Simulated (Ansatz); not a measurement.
## K2ZnH4: Coordination and 39K quadrupole coupling

Cell: a computed structure from the Materials Project (it need not be an observed phase), taken as it stands.

Space group Pnma (No. 62); a = 7.7273, b = 5.7802, c = 10.1879 Å.

| site | Wyckoff | site symmetry | x | y | z |
| --- | --- | --- | --- | --- | --- |
| K1 | 4c | .m. | 0.6593 | 0.2500 | 0.0916 |
| K5 | 4c | .m. | 0.9864 | 0.2500 | 0.8127 |
| Zn | 4c | .m. | 0.7356 | 0.2500 | 0.4182 |
| H13 | 8d | 1 | 0.8125 | 0.4820 | 0.3457 |
| H21 | 4c | .m. | 0.5242 | 0.2500 | 0.4123 |
| H25 | 4c | .m. | 0.3077 | 0.2500 | 0.9291 |

One atom of each set is listed.

Method: Kohn–Sham DFT in Ansatz, PBE, plane waves and PAW, scalar-relativistic, 420 eV cutoff, Γ-centred 4×5×3 k-points, Fermi–Dirac smearing 0.02 eV.

Q(39K) = 60.30 mb.

Question: Order the K environments from the weakest to the strongest quadrupole coupling.
A. K1: 11 H at 2.82–3.43 Å; also 4 Zn at 3.28–3.48 Å, 3 K at 3.80–3.83 Å
B. K5: 9 H at 2.72–3.06 Å

Answer: A (0.672 MHz, η = 0.13), B (0.754 MHz, η = 0.86).

Like point charges on the first shell alone (each adding as 1/d³) would give the same order.
